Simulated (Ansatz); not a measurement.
Sb:
```yaml
crystal:
  lattice:
    - [-3.47667, 3.47667, 3.47667]
    - [3.47667, -3.47667, 3.47667]
    - [3.47667, 3.47667, -3.47667]
  atoms:
    - { symbol: Sb, position: [0.71087, 0.00000, 0.00000] }
    - { symbol: Sb, position: [0.00000, 0.71087, 0.00000] }
    - { symbol: Sb, position: [0.00000, 0.00000, 0.71087] }
    - { symbol: Sb, position: [0.28913, 0.28913, 0.28913] }
```

Relaxed with r²SCAN+D4. Special points in fractions of this cell's reciprocal vectors: Γ (0.000, 0.000, 0.000); H (0.500, -0.500, 0.500); N (0.000, 0.000, 0.500); P (0.250, 0.250, 0.250).

List the band energies nearest the valence-band maximum at these points for r²SCAN+D4 with spin–orbit coupling (plane waves, PAW; program Ansatz).

In eV from the valence-band maximum; about four levels below and three above (degenerate sets whole), none deeper than 8.9 eV; points with the same levels are listed once.

```
k                                below                          above
-  -----------------------------------  -----------------------------
Γ              -0.01 -0.01 -0.01 -0.01  1.11 1.11 1.38 1.38 1.38 1.38
H  -0.62 -0.62 -0.62 -0.62 -0.52 -0.52  2.40 2.40 2.60 2.60 2.60 2.60
N              -0.44 -0.44 -0.21 -0.21            1.78 1.78 2.12 2.12
P              -0.42 -0.42 -0.42 -0.42  2.65 2.65 2.97 2.97 2.97 2.97
```

Space group I-43m. The start of the workflow was typed in or built on a structure type; neither database checked (COD, Materials Project) lists it. It is not the phase usual at ambient conditions (space group No. 166). The r²SCAN+D4 relaxation kept the symmetry of its start; whether a distortion lowers the energy is not shown. The volume moved by 16 % from the start of the relaxation.

Potentials: the later of the program's two PAW sets.
